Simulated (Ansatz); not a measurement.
SiO2: zone-centre modes

Computed with DFT PBE, scalar-relativistic, plane waves, PAW (Ansatz). Settings: plane waves to 420 eV, k-mesh 6×6×8 (Γ-centred), Gaussian smearing 0.05 eV. No spin polarisation.

The undisturbed cell (relaxed at this level; this rutile-type form isn't the usual structure):

```yaml
crystal:
  lattice:
    - [4.23612, 0.00000, 0.00000]
    - [0.00000, 4.23612, 0.00000]
    - [0.00000, 0.00000, 2.69048]
  atoms:
    - { symbol: Si, position: [0.50000, 0.50000, 0.50000] }
    - { symbol: Si, position: [0.00000, 0.00000, 0.00000] }
    - { symbol: O, position: [0.69302, 0.69302, 0.00000] }
    - { symbol: O, position: [0.19302, 0.80698, 0.50000] }
    - { symbol: O, position: [0.30698, 0.30698, 0.00000] }
    - { symbol: O, position: [0.80698, 0.19302, 0.50000] }
```

Harmonic modes by finite displacements of 0.02 Å, without the LO–TO term.

**Question.** At this geometry, is the structure stable against these modes?

**Answer.** Yes: no mode is imaginary beyond 10 cm⁻¹, and only the three translations lie near zero.

**Question.** List the wavenumbers in cm⁻¹.

**Answer.** 0, 0, 0, 221, 369, 426, 426, 532, 532, 558, 558, 571, 628, 719, 723, 797, 797, 904.

Cost: 1 run of about 0.84 core-minutes, on Arm Neoverse V1 (shared hosts).